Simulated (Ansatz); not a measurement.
VSi2 in space group P6_222 (No. 180; V on 3d, Si on 6j) at seven volumes, plane-wave PAW PBEsol (Ansatz code), shape and atoms relaxed at each. One row is withheld.

| V (Å³/atom) | P (GPa) |
|---|---|
| 11.320 | 21.58 |
| 11.694 | ? |
| 12.067 | 6.08 |
| 12.440 | 0.00 |
| 12.813 | -5.18 |
| 13.186 | -9.58 |
| 13.560 | -13.32 |

Fit the shown pressures and predict the withheld one.

P = (3/2)B₀(x^(7/2) − x^(5/2))[1 + (3/4)(B′ − 4)(x − 1)] with x = (V₀/V)^(2/3). Least squares on the six rows gives V₀ = 12.440 Å³/atom, B₀ = 186 GPa, B′ = 4.33. At V = 11.694, x = 1.0421 and P = 13.15 GPa. The run itself gave 13.21 GPa.

Symmetry was held in the PBEsol relaxation; of distortions, only those at the zone centre were tested. No spin polarisation was allowed.

Potentials: the later of the program's two PAW sets.
